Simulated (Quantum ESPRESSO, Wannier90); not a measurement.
Ge (diamond): Wannier90 run

Materials Project entry mp-32; symmetrised, unrelaxed at this level. This is the element's usual structure. Method: PBEsol plane waves in Quantum ESPRESSO 7.5 (PseudoDojo norm-conserving files, 63 Ry, no spin polarisation, no spin-orbit coupling), Bloch states on a 10×10×10 mesh through Γ, Wannier90 4.0.1. Density: 10×10×10 mesh, cold smearing 0.01 Ry. Spin-orbit coupling, left out, would split the p-like bands by a few tenths of an eV.

Input w.win:

```
num_bands = 15
num_wann = 8
exclude_bands = 1-10
num_iter = 0
conv_tol = 1.0e-6
conv_window = 4
dis_num_iter = 1000
dis_conv_tol = 1.0e-6
dis_froz_max = 10.72
write_hr = true
write_u_matrices = true
begin projections
Ge: s;p
end projections
begin unit_cell_cart
ang
    0.0000000000    2.8374250000    2.8374250000
    2.8374250000    0.0000000000    2.8374250000
    2.8374250000    2.8374250000    0.0000000000
end unit_cell_cart
begin atoms_frac
Ge   0.0000000000  0.0000000000  0.0000000000
Ge   0.2500000000  0.2500000000  0.2500000000
end atoms_frac
mp_grid = 10 10 10
begin kpoints
0.0000000000 0.0000000000 0.0000000000
0.0000000000 0.0000000000 0.1000000000
0.0000000000 0.0000000000 0.2000000000
... (997 more lines: the 10x10x10 mesh through Gamma)
end kpoints
```

On the energy scale of pw.x, whose zero is arbitrary, the Fermi level lies at 9.22 eV. Lines of w_hr.dat (R1 R2 R3 m n Re Im, eV) for R = 0 and one of the shortest lattice vectors, rounded to 0.01 eV, lines under 0.02 eV left out; orbitals in order: Ge1 s, Ge1 pz, Ge1 px, Ge1 py, Ge2 s, Ge2 pz, Ge2 px, Ge2 py.

```
    0    0    0    1    1     3.36     0.00
    0    0    0    5    1    -1.52     0.00
    0    0    0    6    1     1.37     0.00
    0    0    0    7    1     1.37     0.00
    0    0    0    8    1     1.37     0.00
    0    0    0    2    2    10.70     0.00
    0    0    0    5    2    -1.37     0.00
    0    0    0    6    2     0.10     0.00
    0    0    0    7    2     1.36     0.00
    0    0    0    8    2     1.36     0.00
    0    0    0    3    3    10.70     0.00
    0    0    0    5    3    -1.37     0.00
    0    0    0    6    3     1.36     0.00
    0    0    0    7    3     0.10     0.00
    0    0    0    8    3     1.36     0.00
    0    0    0    4    4    10.70     0.00
    0    0    0    5    4    -1.37     0.00
    0    0    0    6    4     1.36     0.00
    0    0    0    7    4     1.36     0.00
    0    0    0    8    4     0.10     0.00
    0    0    0    1    5    -1.52     0.00
    0    0    0    2    5    -1.37     0.00
    0    0    0    3    5    -1.37     0.00
    0    0    0    4    5    -1.37     0.00
    0    0    0    5    5     3.36     0.00
    0    0    0    1    6     1.37     0.00
    0    0    0    2    6     0.10     0.00
    0    0    0    3    6     1.36     0.00
    0    0    0    4    6     1.36     0.00
    0    0    0    6    6    10.70     0.00
    0    0    0    1    7     1.37     0.00
    0    0    0    2    7     1.36     0.00
    0    0    0    3    7     0.10     0.00
    0    0    0    4    7     1.36     0.00
    0    0    0    7    7    10.70     0.00
    0    0    0    1    8     1.37     0.00
    0    0    0    2    8     1.36     0.00
    0    0    0    3    8     1.36     0.00
    0    0    0    4    8     0.10     0.00
    0    0    0    8    8    10.70     0.00
   -1    0    0    1    1    -0.03     0.00
   -1    0    0    3    1    -0.12     0.00
   -1    0    0    6    1     0.04     0.00
   -1    0    0    7    1    -0.07     0.00
   -1    0    0    8    1     0.04     0.00
   -1    0    0    2    2     0.17     0.00
   -1    0    0    3    2     0.09     0.00
   -1    0    0    4    2     0.03     0.00
   -1    0    0    5    2    -0.04     0.00
   -1    0    0    6    2     0.08     0.00
   -1    0    0    7    2    -0.02     0.00
   -1    0    0    8    2     0.11     0.00
   -1    0    0    1    3    -0.12     0.00
   -1    0    0    2    3    -0.09     0.00
   -1    0    0    3    3    -0.39     0.00
   -1    0    0    4    3    -0.09     0.00
   -1    0    0    5    3     0.07     0.00
   -1    0    0    6    3    -0.02     0.00
   -1    0    0    7    3    -0.09     0.00
   -1    0    0    8    3    -0.02     0.00
   -1    0    0    2    4     0.03     0.00
   -1    0    0    3    4     0.09     0.00
   -1    0    0    4    4     0.17     0.00
   -1    0    0    5    4    -0.04     0.00
   -1    0    0    6    4     0.11     0.00
   -1    0    0    7    4    -0.02     0.00
   -1    0    0    8    4     0.08     0.00
   -1    0    0    1    5    -1.52     0.00
   -1    0    0    2    5     1.37     0.00
   -1    0    0    3    5    -1.37     0.00
   -1    0    0    4    5     1.37     0.00
   -1    0    0    5    5    -0.03     0.00
   -1    0    0    7    5     0.12     0.00
   -1    0    0    1    6    -1.37     0.00
   -1    0    0    2    6     0.10     0.00
   -1    0    0    3    6    -1.36     0.00
   -1    0    0    4    6     1.36     0.00
   -1    0    0    6    6     0.17     0.00
   -1    0    0    7    6    -0.09     0.00
   -1    0    0    8    6     0.03     0.00
   -1    0    0    1    7     1.37     0.00
   -1    0    0    2    7    -1.36     0.00
   -1    0    0    3    7     0.10     0.00
   -1    0    0    4    7    -1.36     0.00
   -1    0    0    5    7     0.12     0.00
   -1    0    0    6    7     0.09     0.00
   -1    0    0    7    7    -0.40     0.00
   -1    0    0    8    7     0.09     0.00
   -1    0    0    1    8    -1.37     0.00
   -1    0    0    2    8     1.36     0.00
   -1    0    0    3    8    -1.36     0.00
   -1    0    0    4    8     0.10     0.00
   -1    0    0    6    8     0.03     0.00
   -1    0    0    7    8    -0.09     0.00
   -1    0    0    8    8     0.17     0.00
```
